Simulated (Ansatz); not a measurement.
# Surface calculation: hcp Zn (0001), 3 layers

The slab is cut from the hcp crystal, the stable phase, as relaxed on PAW files (15.32 Å³/atom), with 16 Å of vacuum and a dipole correction:

```yaml
crystal:
  lattice:
    - [2.63563, 0.00000, 0.00000]
    - [-1.31781, 2.28252, 0.00000]
    - [0.00000, 0.00000, 21.09250]
  atoms:
    - { symbol: Zn, position: [0.00000, 0.00000, 0.37928] }
    - { symbol: Zn, position: [0.33333, 0.66667, 0.50000] }
    - { symbol: Zn, position: [0.00000, 0.00000, 0.62072] }
```

All numbers are PBE results (scalar-relativistic) from Ansatz 0.2.0, with a Γ-centred 16×16×1 k mesh, Fermi–Dirac smearing of 0.08 eV, no spin polarisation. Methods: LAPW: all electrons, basis error target 1 meV/atom; PAW: frozen-core files, cutoff 420 eV.

The bulk energy comes from a cell in the slab's orientation on a 16×16×7 mesh. The surface energy is (E(slab) − N·E(bulk))/2A at zero smearing, the mean of both faces; thin slabs carry quantum-size effects.

Problem. As cut, the LAPW slab lies 0.246 eV above 3 atoms of bulk. What surface energy is that?

Solution. Over two faces of 6.02 Å² it is 20.4 meV/Å², and times 16.02 J/m² per eV/Å² that gives γ = 0.327 J/m².

```
method  γ as cut (J/m²)  γ relaxed (J/m²)  Φ as cut (eV)  Φ relaxed (eV)
  LAPW            0.327             0.321           4.20            4.25
```

Problem. How do the spacings between the planes relax?

Solution. From the bottom face up: d12 -3.2 % of 2.546 Å, d23 -3.2 % of 2.546 Å.

Problem. A field of 0.1 V/Å is applied along the normal, atoms held. What follows?

Solution. LAPW finds an induced dipole of 0.0267 e·Å a cell (PAW 0.0267), that is 8.04 Å for 4πα over the area, against 4.93 Å between the outer atoms.

Problem. A 2p core hole is made on one atom of each kind in every 1×1 cell (PAW hole dataset, neutral cell, valence without spin). What does it cost by layer?

Solution. layer 1 1025.77 eV, layer 2 1025.87 eV. Shifts between layers mean more than the absolute values, and a whole layer of holes screens otherwise than one hole.
